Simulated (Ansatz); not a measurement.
CrB4 in space group Immm (No. 71; Cr on 2a, B on 8l), the program Ansatz at the PBEsol level (PAW), all energies at zero smearing, with the estimated change up to a 700 eV cutoff added, with one set of potentials and settings (totals compare only within such a set). Cell of 5 atoms (1 Cr, 4 B): -3961.610 eV.

```csv
element,reference phase,E (eV/atom)
Cr,"Im-3m, 1 atoms in the cell",-3349.1978
B,"R-3m, 12 atoms in the cell",-152.6698
```

Formation energy per atom, worked out: (-3961.610 − 1×(-3349.1978) − 4×(-152.6698))/5 = -0.347 eV/atom (-33 kJ per mol of atoms), at 0 K, without zero-point energy or fitted corrections.

The first step of the workflow began from a Materials Project structure, measured or hypothetical; the Crystallography Open Database files this formula in space group No. 71, but the cells were not matched. Whether it is the stable phase at ambient conditions was not checked. The cell was relaxed with PBEsol under the symmetry of its start; its stability against distortions is not shown here. The run is not spin-polarised. The references are the lowest solids computed at this level, not always the standard phases.

Potentials: the later of the program's two PAW sets.
